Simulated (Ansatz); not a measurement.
## Ni (dhcp): energy against volume

Method: DFT, m-r2SCAN, plane waves (500 eV) with PAW, scalar-relativistic in Ansatz 0.2.0. (PAW data from PBE, frozen cores regenerated.)

The cell is scaled uniformly from the relaxed one, with fractional coordinates and shape fixed. Energies are extrapolated to zero smearing, pressures are those at the given smearing. Magnetic state: ferromagnetic.

A Birch-Murnaghan fit gives V₀ = 10.47 Å³/atom, B₀ = 224 GPa, B₀′ = 4.9.

What are the energy above the minimum and the pressure at 9.623 Å³/atom?

56.0 meV/atom and 23.18 GPa as computed.

What are the energy above the minimum and the pressure at 10.042 Å³/atom?

13.0 meV/atom and 10.36 GPa as computed.

What are the energy above the minimum and the pressure at 11.715 Å³/atom?

83.6 meV/atom and -19.12 GPa as computed.

m-r²SCAN is r²SCAN on the gauge-invariant kinetic-energy density; without spin polarisation the two are equal.
